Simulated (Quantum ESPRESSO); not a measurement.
Kohn-Sham bands of Al (hcp (Mg type), model phase)

```
CELL_PARAMETERS angstrom
      2.81246     0.00000     0.00000
     -1.40623     2.43566     0.00000
      0.00000     0.00000     4.86685
ATOMIC_POSITIONS crystal
  Al 0.66667 0.33333 0.75000
  Al 0.33333 0.66667 0.25000
```

Structure: Materials Project mp-2647008, symmetrised, not relaxed again. This isn't the element's usual structure (fcc); take it as a model of another phase. Level: LDA, no spin polarisation, no spin-orbit coupling; pw.x of Quantum ESPRESSO at 36 Ry with PseudoDojo potentials, 12×12×6 k-points, Wannier90. Density: 18×18×10 mesh, cold smearing 0.01 Ry.

List the Kohn-Sham levels between −8 and 3.0 eV relative to the Fermi level at the high-symmetry points, as a band run of pw.x on that density gives them (levels within 2 meV counted together).


```tsv
point	k (reciprocal lattice)	levels (eV)
Γ	0.000 0.000 0.000	-5.07, -4.76
M	0.500 0.000 0.000	-5.01, -4.87, 0.59, 0.64, 1.30, 1.52
K	0.333 0.333 0.000	-3.04 (×2), -2.86, 2.03, 2.55 (×2)
A	0.000 0.000 0.500	2.39 (×2)
L	0.500 0.000 0.500	-3.76 (×2), -3.08 (×2)
H	0.333 0.333 0.500	-2.09 (×2), -1.42 (×2), -0.78 (×2)
```
